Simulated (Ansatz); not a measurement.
MgZn2O3:
```
CELL_PARAMETERS angstrom
      3.00609     0.00000     0.00000
     -1.50304     2.60335     0.00000
      0.00000     0.00000     7.34129
ATOMIC_POSITIONS crystal
  Mg 0.00000 0.00000 0.00000
  Zn 0.33333 0.66667 0.66830
  Zn 0.66667 0.33333 0.33170
  O  0.33333 0.66667 0.16136
  O  0.66667 0.33333 0.83864
  O  0.00000 0.00000 0.50000
```

Tensor components refer to the Cartesian frame of this cell.

### Question
Give the high-frequency dielectric tensor and the Born effective charge tensors of the independent atoms from DFPT, r²SCAN (plane waves, PAW; program Ansatz).

### Answer

ε∞:
```
4.07  0.00  0.00
0.00  4.07  0.00
0.00  0.00  3.98
```
Z* of atom 1 (Mg), rows: field, columns: displacement, in e:
```
2.02  0.00  0.00
0.00  2.02  0.00
0.00  0.00  2.50
```
Z* of atom 2 (Zn), rows: field, columns: displacement, in e:
```
2.38  0.00  0.00
0.00  2.38  0.00
0.00  0.00  2.09
```
Z* of atom 4 (O), rows: field, columns: displacement, in e:
```
-2.18   0.00   0.00
 0.00  -2.18   0.00
 0.00   0.00  -2.32
```
Z* of atom 6 (O), rows: field, columns: displacement, in e:
```
-2.40   0.00   0.00
 0.00  -2.40   0.00
 0.00   0.00  -2.04
```

Static charges for comparison (Bader): Mg1 +1.75, Zn2 +1.33, O4 -1.53, O6 -1.34 e. Born charges measure polarisation by displacement and can exceed these by far.

Space group P-3m1. The workflow started from a Materials Project entry (that database holds measured and hypothetical structures alike); the Crystallography Open Database copy checked does not list it. With Mg and Zn taken as one species the cell has the higher symmetry Fm-3m, so it may be an ordered model of a mixed-site phase. Whether it is the stable phase at ambient conditions was not checked. The r²SCAN relaxation kept the symmetry of its start; its stability against distortions is not shown here.

Potentials: the later of the program's two PAW sets.
